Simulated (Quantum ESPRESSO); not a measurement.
# Kohn-Sham bands of GaBi (zinc blende)

```
GaBi
1.0
    0.00000     3.18267     3.18267
    3.18267     0.00000     3.18267
    3.18267     3.18267     0.00000
Ga Bi
1 1
Cartesian
 -1.59133  -1.59133  -1.59133
  0.00000   0.00000   0.00000
```

Cell from Materials Project (mp-1018126), symmetrised, no further relaxation. Not found in the COD (Crystallography Open Database) copy used; not checked further. Method: LDA plane waves in Quantum ESPRESSO 7.5 (PseudoDojo norm-conserving files, 64 Ry, no spin polarisation, no spin-orbit coupling), Bloch states on a 8×8×8 mesh through Γ, Wannier90 4.0.1. Density: 12×12×12 mesh, cold smearing 0.01 Ry. Spin-orbit coupling is left out although heavy elements are present.

Problem. List the Kohn-Sham levels between −8 and 3.0 eV relative to the Fermi level at the high-symmetry points, as a band run of pw.x on that density gives them (levels within 2 meV counted together).

Solution. 
| point | k (reciprocal lattice) | levels (eV) |
|---|---|---|
| Γ | 0.000 0.000 0.000 | -1.89, 0.17 (×3), 2.84 (×3) |
| X | -0.500 -0.500 0.000 | -6.53, -2.26 (×2), 0.97, 1.12 |
| U | -0.375 -0.375 0.250 | -6.40, -3.21, -1.90, 1.29 |
| K | -0.375 0.000 0.375 | -6.40, -3.21, -1.90, 1.29 |
| L | 0.000 0.000 0.500 | -6.20, -0.94 (×2), -0.31 |
| W | -0.500 -0.250 0.250 | -6.42, -2.98, -2.74 |
